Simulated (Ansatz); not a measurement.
Total density of states per atom from PBE (plane waves, PAW; program Ansatz), in 0.25 eV bins, energy from the valence-band maximum:

```
E (eV) | states/eV/atom
    -7.85 |  0.00
    -7.60 |  0.00
    -7.35 |  0.00
    -7.10 |  0.00
    -6.85 | ### 0.14
    -6.60 | ######### 0.49
    -6.35 | ####### 0.39
    -6.10 | ####### 0.36
    -5.85 | #### 0.23
    -5.60 | ###### 0.31
    -5.35 | ############### 0.78
    -5.10 | ########### 0.61
    -4.85 | ########### 0.61
    -4.60 | ###### 0.34
    -4.35 | ########## 0.54
    -4.10 | ########## 0.55
    -3.85 | ################ 0.85
    -3.60 | ###### 0.31
    -3.35 | ############# 0.67
    -3.10 | ############# 0.68
    -2.85 | ##### 0.27
    -2.60 | ############## 0.76
    -2.35 | ############## 0.72
    -2.10 | ################### 0.99
    -1.85 | ############################## 1.60
    -1.60 | ############## 0.76
    -1.35 | ######################## 1.27
    -1.10 | ### 0.18
    -0.85 |  0.00
    -0.60 |  0.00
    -0.35 | #################### 1.06
    -0.10 | ########## 0.54
     0.15 |  0.00
     0.40 |  0.00
     0.65 |  0.00
     0.90 |  0.00
     1.15 |  0.00
     1.40 |  0.00
     1.65 |  0.00
     1.90 |  0.00
     2.15 |  0.00
     2.40 | # 0.04
     2.65 | ######### 0.46
     2.90 | ############ 0.64
     3.15 | ######### 0.49
     3.40 | ######### 0.49
     3.65 | ###### 0.31
     3.90 | ########### 0.56
     4.15 | ######### 0.49
     4.40 | ########## 0.53
     4.65 | ########## 0.51
     4.90 | ####### 0.39
     5.15 | ################# 0.88
     5.40 | ##################### 1.09
     5.65 | ############### 0.82
     5.90 | ###### 0.31
     6.15 |  0.02
     6.40 | # 0.06
     6.65 | ###### 0.30
     6.90 | ##################### 1.12
     7.15 | ## 0.10
```

Task: Pick the material that matches.
A) EuO, rock salt
B) SnTeO3, R3c (Sn on 6a, Te on 6a, O on 18b)
C) CoSn, P6/mmm (Co on 3f, Sn on 1a, Sn on 2d)
D) SnGe, CsCl type

Result: B, SnTeO3, R3c (Sn on 6a, Te on 6a, O on 18b). Top 1 eV of the valence band: O 2p 61 %, Sn 5s 26 %, Sn 5p 7 %. Bottom 1 eV of the conduction band: Te 5p 42 %, Sn 5p 22 %, O 2p 21 %, O 2s 8 %. Projections are on Löwdin-orthogonalised atomic valence shells; empty p or d shells of many metals are not among them.

The start of the workflow was typed in or built on a structure type; neither database checked (COD, Materials Project) lists it. Its standing as an ambient phase is unchecked. The PBE relaxation kept the symmetry of its start; whether a distortion lowers the energy is not shown. The volume moved by 33 % from the start of the relaxation. Spin–orbit coupling is left out wherever it is not named.

Potentials: the later of the program's two PAW sets.
